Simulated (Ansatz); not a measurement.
Consider the following.

BaZrO3:
Space group Pm-3m (No. 221); a = 4.227 Å, b = 4.227 Å, c = 4.227 Å, α = 90.00°, β = 90.00°, γ = 90.00°

```csv
atom,site,symmetry,x,y,z
Ba,1a,m-3m,0.0000,0.0000,0.0000
Zr,1b,m-3m,0.5000,0.5000,0.5000
O,3c,4/mm.m,0.0000,0.5000,0.5000
```

This is the PBE-relaxed structure.

### Question
All from plane-wave PAW PBE (Ansatz code), unless another level is named. Estimate the electron effective mass, band 3 of 3 at the edge.

### Answer
0.36 along [100], 0.36 along [110], 0.48 along [111] (mₑ).

### Question
What about the band gap?

### Answer
3.18 eV (indirect).

### Question
Give the weight of the valence-edge state by species (Voronoi cells).

### Answer
O 98 %.

### Question
Next, the weight of the conduction-edge state by species (Voronoi cells)?

### Answer
Zr 60 %, O 31 %, Ba 9 %.

Symmetry was held in the PBE relaxation. The run is not spin-polarised. Spin–orbit coupling is left out wherever it is not named.

Potentials: the later of the program's two PAW sets.
